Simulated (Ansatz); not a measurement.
Ag$_{2}$H$_{2}$IOF in space group P2_1 (No. 4; Pearson symbol mP14), plane-wave PAW r²SCAN+D4 (Ansatz code). The conduction-band minimum lies at Γ, with 1 equivalent valley. Second derivatives d²E/dk² of the lowest band at one valley (eV·Å²), along Cartesian directions:

```
direction  d²E/dk²
---------  -------
[100]        32.38
[010]        36.27
[001]        16.77
[110]        34.33
[101]        21.67
[011]        26.54
```

### Question
Find the principal effective masses, the density-of-states mass and the conductivity mass.

### Answer
Off-diagonal terms follow from H_xy = H[110] − (H_xx + H_yy)/2, and m*/mₑ = 7.620 eV·Å² over each eigenvalue: 0.21, 0.23, 0.47. One valley's DOS mass (m₁m₂m₃)^(1/3) = 0.28, conductivity mass 3/(Σ 1/mᵢ) = 0.27 mₑ.

### Question
What effective density of states Nc follows at 300 K for parabolic valleys?

### Answer
Nc = 2.509e19 × 1 × (0.28)^(3/2) ≈ 3.7e18 cm⁻³.

The workflow started from a Materials Project entry (that database holds measured and hypothetical structures alike); the Crystallography Open Database copy checked does not list it. Its standing as an ambient phase is unchecked. The r²SCAN+D4 relaxation kept the symmetry of its start; whether a distortion lowers the energy is not shown. The run is not spin-polarised. Scalar-relativistic: spin–orbit coupling is off unless named, which matters more the heavier the elements.

Potentials: the later of the program's two PAW sets.

Edges and masses are those of Kohn–Sham bands, whose gap is no quasiparticle gap.
